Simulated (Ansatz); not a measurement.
Level of theory: DFT PBE, scalar-relativistic, plane waves, PAW (Ansatz). Settings: cutoff 420 eV, Γ-centred meshes spaced at most about 0.3 Å⁻¹, and about 0.25 Å⁻¹ or finer for metals (2π included), Gaussian smearing. No spin polarisation in the final relaxations.

Temperature and zero-point effects are left out.

Two forms of Y₃Mg₂I₂ were relaxed alike.

A.

```
Y Mg I
1.0
     5.57486    0.00000    0.00000
    -2.78743    4.82797    0.00000
     0.00000    0.00000   10.19012
Y Mg I
3 2 2
Cartesian
  0.0000 0.0000 3.5538
  0.0000 0.0000 6.6363
  0.0000 0.0000 0.0000
  0.0000 3.2186 5.0951
  2.7874 1.6093 5.0951
  0.0000 3.2186 0.0000
  2.7874 1.6093 0.0000
```

B.

```
Y Mg I
1.0
     4.75368    0.00000    0.00000
    -2.37684    4.11681    0.00000
     0.00000    0.00000   10.96781
Y Mg I
3 2 2
Direct
  0.00000 0.00000 0.83078
  0.00000 0.00000 0.16922
  0.00000 0.00000 0.50000
  0.33333 0.66667 0.98915
  0.66667 0.33333 0.01085
  0.33333 0.66667 0.35180
  0.66667 0.33333 0.64820
```

Question: Which would you expect to be lower, and how large is the difference?

Answer: B is lower, by 0.34 eV/atom. A has space group P6/mmm (No. 191), 39.2 Å³/atom and no gap on its mesh; B has space group P-3m1 (No. 164), 30.7 Å³/atom and no gap. Counting Mg or Y atoms around I (for each partner element, those within 1.25 times its shortest distance or 1.15 times the sum of covalent radii, where it is the nearest in units of that sum or under 1.3), A has I 3 and B has I 6. The denser one is the lower, and pressure would at first widen the difference. Both come from invented guesses.

These runs have no spin–orbit coupling, which can matter for I. In P6/mmm, P-3m1 an odd number of electrons in the primitive cell allows no gap without spin; a larger cell or a magnetic state could open one. A magnetic state wasn't ruled out in cells without spin, among them P6/mmm, P-3m1. Cells relaxed within their symmetry can be saddle points. The P-3m1 cell of Y3Mg2I2 came from shaking the P6/mmm one.
